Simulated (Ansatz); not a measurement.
B in space group I4_132 (No. 214; B on 8a) at seven volumes, plane-wave PAW r²SCAN (Ansatz code), scaled uniformly. One row is withheld.

```
V (Å³/atom)  P (GPa)
-----------  -------
11.358         12.33
11.732          7.67
12.107          3.59
12.481          0.01
12.856         -3.14
13.230             ?
13.605         -8.32
```

Task: Fit the shown pressures and predict the withheld one.

Result: P = (3/2)B₀(x^(7/2) − x^(5/2))[1 + (3/4)(B′ − 4)(x − 1)] with x = (V₀/V)^(2/3). Least squares on the six rows gives V₀ = 12.482 Å³/atom, B₀ = 112 GPa, B′ = 3.35. At V = 13.230, x = 0.9619 and P = -5.91 GPa. The run itself gave -5.90 GPa.

The start of the workflow was typed in or built on a structure type; neither database checked (COD, Materials Project) lists it. It is not the phase usual at ambient conditions (space group No. 166). The cell was relaxed with r²SCAN under the symmetry of its start; its stability against distortions is not shown here.

Potentials: the later of the program's two PAW sets.
